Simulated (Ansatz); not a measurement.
HfN:
```cif
data_HfN
_chemical_formula_sum 'Hf1 N1'
_space_group_name_H-M_alt 'P 1'
_space_group_IT_number 1
_cell_length_a 3.18328
_cell_length_b 3.18328
_cell_length_c 3.18328
_cell_angle_alpha 60.000
_cell_angle_beta 60.000
_cell_angle_gamma 60.000
loop_
_space_group_symop_operation_xyz
  'x, y, z'
loop_
_atom_site_label
_atom_site_type_symbol
_atom_site_fract_x
_atom_site_fract_y
_atom_site_fract_z
_atom_site_occupancy
Hf1 Hf 0.00000 0.00000 0.00000 1
N1 N 0.50000 0.50000 0.50000 1
```

Relaxed with PBEsol.

### Question
Decompose the optical modes at the zone centre into irreducible representations, and say which are infrared and Raman allowed.

### Answer
Point group m-3m: Γ_opt = T1u. Infrared: T1u. Raman: none.

### Question
Assign frequencies (DFPT, PBEsol (plane waves, PAW; program Ansatz)).

### Answer
T1u 502 cm⁻¹.

Space group Fm-3m (rock salt). The PBEsol relaxation kept the symmetry of its start. The run is not spin-polarised. With an odd number of electrons in the cell and no spin polarisation, the count alone makes it a metal. As this level gives no gap, phonon frequencies hold no LO–TO term and depend on the k-mesh and smearing (Fermi–Dirac, 0.1 eV here). Scalar-relativistic: spin–orbit coupling is off unless named, which matters more the heavier the elements.

Potentials: the earlier of the program's two PAW sets. The files were generated under PBE; for other functionals the program regenerates the frozen cores, and for LDA and PBEsol the local potential too.
